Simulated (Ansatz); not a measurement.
Here is the system:

TiRh (space group P4/mmm)

```
TiRh
1.0
    5.78864     0.00000     0.00000
    2.89432     2.89432     0.00000
    0.00000     0.00000     3.35624
Ti Rh
2 2
Direct
  0.00000   0.50000   0.50000
  0.50000   0.50000   0.50000
  0.00000   0.00000   0.00000
  0.50000   0.00000   0.00000
```

A phonon eigenvector at M = (0.5, 0.5, 0.0) is frozen into this cell: atom i moves by Q times the vector below, so Q is the largest atomic displacement, in Å. The cell is held. (q is in reciprocal vectors of the primitive cell; the cell shown is doubled to hold the pattern.)

```csv
atom,x,y,z
Rh3,0.000,0.000,1.000
Rh4,0.000,0.000,-1.000
```

Atoms not listed stay in place.

Calculation: LDA (plane waves to 420 eV, PAW, scalar-relativistic; Ansatz, a program for electronic structure). k mesh 16×16×14 (Γ-centred), Fermi-Dirac smearing 0.05 eV. E stands for the smeared free energy. With partly filled bands, energies and forces of such displacements shift with the k mesh and the smearing. TiRh is run without spin polarisation. TiRh was relaxed with its symmetry unable to fall. The zero of ΔE is the undisplaced structure.

The scan covers Q from -0.100 to 0.100 Å in 13 points.

Problem. Which space group does the distorted structure have?

Solution. P4/nmm (No. 129), lowered from P4/mmm.

Problem. What is the energy change at Q = 0.100 Å?

Solution. 46.5 meV/cell.

Problem. What harmonic wavenumber does the curvature at Q = 0 give?

Solution. 114 cm⁻¹.

(For displaced atoms, the force is minus the slope of the energy, and its curvature is a force constant, which sets phonon frequencies.)
